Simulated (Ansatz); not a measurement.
Values for one crystal, relaxed and computed with PBE in the plane-wave PAW code Ansatz; other levels are named.

```yaml
volume_per_atom: 20.88 Å³
band_gap: 1.63 eV (indirect)
valence_band_maximum: at Γ
conduction_band_minimum: at X (3 equivalent valleys)
Formation energy from the elements (no fitted shifts): -0.63 eV/atom
Static dielectric constant ε0 (ions relaxed, cell fixed): 10.4
zone_centre_stability: no imaginary mode at Γ
```

**Question.** Which of these materials gives this?
A) ZnS, zinc blende
B) CdS, zinc blende
C) CdS, wurtzite
D) AlP, zinc blende

**Answer.** D, AlP, zinc blende

Space group F-43m (zinc blende). The PBE relaxation kept the symmetry of its start. The references are the lowest solids computed at this level, not always the standard phases.

Potentials: the later of the program's two PAW sets.
